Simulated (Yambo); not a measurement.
IrCl$_{3}$ (space group C2/m, No. 12), G0W0@PBEsol in Yambo with this input:

```
rim_cut
gw0
dyson
el_el_corr
HF_and_locXC
ppa
em1d
RandQpts= 1000000
RandGvec= 1 Ry
EXXRLvcs= 68 Ry
VXCRLvcs= 272 Ry
Chimod= "HARTREE"
% BndsRnXp
 9 | 348 |
%
NGsBlkXp= 8 Ry
% LongDrXp
 1.0 | 1.0 | 1.0 |
%
PPAPntXp= 27.2114 eV
% GbndRnge
 1 | 348 |
%
GTermKind= "BG"
DysSolver= "n"
ExtendOut
```

On a 2×2×2 mesh, with wavefunctions cut at 68 Ry, the gap ((-0.5, -0.5, 0) → (-0.5, -0.5, -0.5)) is 3.326 eV and the valence edge shifts by -0.616 eV.

What happens with this change: no random integration?

The gap falls by 0.061 eV, to 3.265 eV; the shift of the valence edge becomes -0.376 eV. Neither run is shown to be the converged limit. In the run with 348 bands and a 8 Ry block, which covers more k points, the smallest G0W0 gap is 3.28 eV, (-0.5, -0.5, -0.5) → (-0.5, -0.5, -0.5).

Spin-orbit coupling is not included.

Geometry relaxed with PBE+D3(BJ); primitive cell a = b = 6.0653 Å, c = 5.9487 Å, α = β = 99.28°, γ = 120.02°.

The structure is a Materials Project entry; no match was found in the copy of COD used, and its stability was not checked.

A shift is the quasiparticle energy of the state minus its PBEsol energy.
